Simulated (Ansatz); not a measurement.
The calculation used DFT PBE, scalar-relativistic, plane waves, PAW in Ansatz 0.2.0. All cells share a 420 eV cutoff and Γ-centred k meshes spaced at most about 0.3 Å⁻¹ (about 0.25 or finer for metals, 2π included). No spin polarisation in the final relaxations.

Temperature and zero-point effects are left out.

Compare these two cells of Bi₂B₃Br, each relaxed at this level.

1.

```xyz
6
Lattice="6.3256 0.0000 0.0000 -3.1628 5.4781 0.0000 0.0000 0.0000 3.6011" Properties=species:S:1:pos:R:3 pbc="T T T"
B    -1.5814    2.7391    0.0000
B     3.1628    0.0000    0.0000
B     1.5814    2.7391    0.0000
Bi    3.1628    1.8260    1.8005
Bi    0.0000    3.6521    1.8005
Br    0.0000    0.0000    0.0000
```

2.

```xyz
6
Lattice="3.5214 0.0000 0.0000 0.0000 3.5214 0.0000 0.0000 0.0000 10.9932" Properties=species:S:1:pos:R:3 pbc="T T T"
B     1.7607    1.7607    0.0000
B     0.0000    1.7607    4.8015
B     1.7607    0.0000    6.1917
Bi    0.0000    1.7607    7.1932
Bi    1.7607    0.0000    3.8000
Br    0.0000    0.0000    0.0000
```

Question: Which would you expect to be lower, and how large is the difference?

Answer: Cell 2 is lower, by 51 meV/atom. Cell 1 has space group P6/mmm (No. 191), 20.8 Å³/atom and no gap on its mesh; cell 2 has space group P-4m2 (No. 115), 22.7 Å³/atom and no gap. Counting B or Br atoms around Bi (for each partner element, those within 1.25 times its shortest distance or 1.15 times the sum of covalent radii, where it is the nearest in units of that sum or under 1.3), cell 1 has Bi 6 and cell 2 has Bi 5. Even the lower one lies +1.39 eV/atom against the reference forms of the elements (uncorrected), so neither is stable at this level. Both come from invented guesses. A third cell relaxed alike, in R3m, lies 0.87 eV/atom below the lower of the two.

No dispersion correction is applied, so the spacing and binding between layers, chains or molecules are poorly described (P-4m2), and this can change margins and order among such cells. These runs have no spin–orbit coupling, which can matter for Bi. Cells relaxed within their symmetry can be saddle points.
